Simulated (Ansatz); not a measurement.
CsH:
```cif
data_H4Cs4
_chemical_formula_sum 'Cs4 H4'
_space_group_name_H-M_alt 'Fm-3m'
_space_group_IT_number 225
_space_group_name_Hall '-F 4 2 3'
_cell_length_a 6.38092
_cell_length_b 6.38092
_cell_length_c 6.38092
_cell_angle_alpha 90.000
_cell_angle_beta 90.000
_cell_angle_gamma 90.000
loop_
_atom_site_label
_atom_site_type_symbol
_atom_site_symmetry_multiplicity
_atom_site_Wyckoff_symbol
_atom_site_fract_x
_atom_site_fract_y
_atom_site_fract_z
_atom_site_occupancy
Cs1 Cs 4 a 0.00000 0.00000 0.00000 1
H1 H 4 b 0.50000 0.50000 0.50000 1
```
(The calculation used a cell of 2 atoms; values per cell refer to that cell.)

Relaxed with r²SCAN.

**Question.** Give the optical modes at the zone centre with their infrared and Raman activity from DFPT, DFT-r²SCAN in the program Ansatz with PAW potentials.

**Answer.** Transverse frequencies, without the LO–TO term; a row sums one degenerate level.

```
ω (cm⁻¹)  degeneracy  IR ((D/Å)²/amu)  Raman (Å⁴/amu)  activity  symmetry
--------  ----------  ---------------  --------------  --------  --------
402                3            85.40               0        IR       T1u
```

**Question.** How high does the top mode go among those that the LO–TO term moves?

**Answer.** 699 cm⁻¹ for q along x.

The first step of the workflow began from a Materials Project structure, measured or hypothetical; the Crystallography Open Database files this formula in space group No. 225, but the cells were not matched. Whether it is the stable phase at ambient conditions was not checked. The r²SCAN relaxation kept the symmetry of its start; phonons on a q-mesh show no instability. Spin–orbit coupling is left out wherever it is not named.

Potentials: the later of the program's two PAW sets.
